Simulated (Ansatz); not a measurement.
A geometry of HgTe away from equilibrium: the start of the relaxation of a generated trial cell of HgTe in the tenorite structure type. These are r2SCAN (plane waves to 500 eV, PAW, scalar-relativistic; Ansatz, a program for electronic structure) values and carry that method's errors. Γ-centred k-mesh 5×5×3 on the run's cell (coarser than for final values), Fermi–Dirac smearing 0.05 eV.

```xyz
4
Lattice="3.7577 -2.7461 0.0000 3.7577 2.7461 0.0000 -1.3639 0.0000 8.1157" Properties=species:S:1:pos:R:3:forces:R:3 pbc="T T T" free_energy=-41648.309 pressure_GPa=-4.7
Hg     1.8789     1.3731     0.0000    0.0000    0.0000    0.0000
Hg     1.1969    -1.3731     4.0578    0.0000    0.0000    0.0000
Te     3.4168    -0.4482     2.0289    0.0000    0.3497    0.0000
Te     2.7348     0.4482     6.0868    0.0000   -0.3497    0.0000
```

Positions in Å, forces in eV/Å, free energy of the cell in eV (comparable only within this code, potentials and settings). Largest force: 0.35 eV/Å, on Te3, Te4 (atoms numbered as listed); the geometry lies 0.32 eV/atom above the end of its relaxation.

No spin polarisation in the result. No dispersion correction is included, so spacings between layers, chains or molecules are soft and tend to come out too large.

The run could not lose the symmetry of its start, so the end can be a saddle point.

The end of the path is a generated cell of HgTe: the first start was made by placing the elements on the sites of a structure type, and the end was not matched to a known phase here, so it may be hypothetical. Known forms of HgTe include space group No. 216.
